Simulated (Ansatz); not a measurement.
Crystals of one structure type (rock salt) and one family of elements, relaxed and computed with LDA (plane waves, PAW; program Ansatz).

```tsv
crystal	V (Å³/atom)	gap (eV)
LiF	7.47	9.70
NaF	11.41	?
LiCl	15.29	6.48
NaCl	20.39	5.07
KCl	28.04	5.11
RbCl	32.43	4.85
RbBr	37.05	4.16
```

**Question.** Fit a straight line to E_g against V and predict the withheld value.

**Answer.** Least squares on the 6 shown rows: E_g = -0.161 × V + (9.670), with a scatter of 0.83. For NaF this gives 7.83. The run itself gave 6.46, outside the scatter: the line misses something about this case.

All cells were relaxed under the symmetry of their starts (and spin orders); stability against distortions was not tested throughout. Scalar-relativistic: spin–orbit coupling is off unless named, which matters more the heavier the elements.

Potentials: the later of the program's two PAW sets.
